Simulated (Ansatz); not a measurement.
An input for the plane-wave PAW code Ansatz:

```yaml
crystal:
  lattice:
    - [-3.0905815828, 3.0905815828, 3.0905815828]
    - [3.0905815828, -3.0905815828, 3.0905815828]
    - [3.0905815828, 3.0905815828, -3.0905815828]
  atoms:
    - { symbol: Cs, position: [0.0, 0.0, 0.0] }
basis:
  ecutwfc: 420
  ecutrho_ratio: 4
kpoints:
  mp_grid: { grid: [6, 6, 6] }
hamiltonian:
  xc: pbe
scf:
  occupations: { method: gaussian, width: 0.05 }
output:
  forces: true
  stress: true
  eigenvalues: true
```

What the program printed, in part:

```
Pseudopotentials: kind: paw
Pseudopotential: Cs, paw, valence charge 9, recommended cutoff 420 eV (normal), Cs.paw.azcp
Crystal: 1 atoms, lattice volume = 118.081 Å³
Basis set: ecut = 420 eV, 2315 PW (Γ), exchange–correlation on 72×72×72 points (8 copies of the dense FFT grid, shifted against one another)
Bands: 9, of which v1, the nominal top of the filled ones, is band 5 counted from 1 (4 counted from 0)
Symmetry: 48 space group operations
Space group: Im-3m (ITA 229), of the structure as read, at distance tolerance 4.9e-5 Å
k-points: 16 of 216
Initial density: superposition of atomic densities (neutral atoms: chi_scale 0, normalization atom), corrected by the library's trained network
Initial wavefunctions: pseudopotential atomic-orbital guess
Functional: x = pbe(κ = 0.804, μ = 0.21951), c = pbe(β = 0.06672)
```

SCF trace (energy estimate counted from the last row):
| iteration | ΔE (eV) | density residual (eV) |
| --- | --- | --- |
| 1 | 3.7e-04 | 5.61e-5 |
| 2 | 3.5e-05 | 2.32e-5 |
| 3 | -4.0e-06 | 7.93e-6 |
| 4 | 0.000 | 7.53e-7 |
| 5 | 0.000 | 3.66e-8 |
| 6 | 0.000 | 8.96e-11 |

```
SCF 1 converged in 6 iterations: F = -5670.750430 eV  dr2 = 8.96e-11
SCF converged after 6 iterations
Free energy (F): -5670.750430 eV
E sigma→0 (E₀):  -5670.747096 eV
Entropy (-TS):   -0.006667 eV (-6.667 meV/atom)
Fermi energy:    2.134114 eV
--- Per-component energies (eV) ---
  E_band       = -93.247705
  E_kinetic    = 140.709909
  E_local      = -398.563490  (includes V_loc(G=0)·N_el)
  E_nonlocal   = 30.208501
  E_hartree    = 139.850416
  E_xc         = -172.836701
  E_vxc        = -124.487480  (∫ρ·V_xc dr)
  E_paw        = -5066.754902  (= ΣΔE_a)
  E_vpaw       = -20.815842  (= ΣTr[D̂ρ^β])
  E_aug_tail   = -0.000001  (compensation charges beyond the density's cutoff)
  E_ewald      = -343.357494
  E_smearing   = -0.006667  (= −TS)
--- Forces (eV/Å), atoms counted from 1 ---
  atom   1  Cs     0.00000000     0.00000000     0.00000000
--- Stress (GPa, compression-positive) ---
       -0.005903       0.000000       0.000000
        0.000000      -0.005903       0.000000
        0.000000       0.000000      -0.005903
  P = ⅓ Tr σ = -0.0059 GPa (-0.059 kbar)
--- Band table (eV; the first three rows and the last of 16) ---
  k-point 0: bands = ["-21.7507", "-8.4998", "-8.4998", "-8.4998", "0.4662", "4.5926", "4.5926", "4.5926", "5.4329"]
  k-point 1: bands = ["-21.7492", "-8.5320", "-8.5103", "-8.4998", "0.7591", "4.2400", "4.3130", "4.8854", "5.2092"]
  k-point 2: bands = ["-21.7463", "-8.5946", "-8.5313", "-8.4998", "1.5175", "3.4554", "3.9177", "5.3582", "5.5239"]
  k-point 15: bands = ["-21.7401", "-8.5895", "-8.5895", "-8.5895", "2.7880", "2.7880", "5.0448", "5.0448", "5.0448"]
```

In short (PBE): pressure 0.0 GPa, gap on the mesh zero (metallic).

Scalar-relativistic only: spin–orbit splittings of the heavy atoms' levels are missing. The k-mesh is coarse, so small energy differences aren't converged.
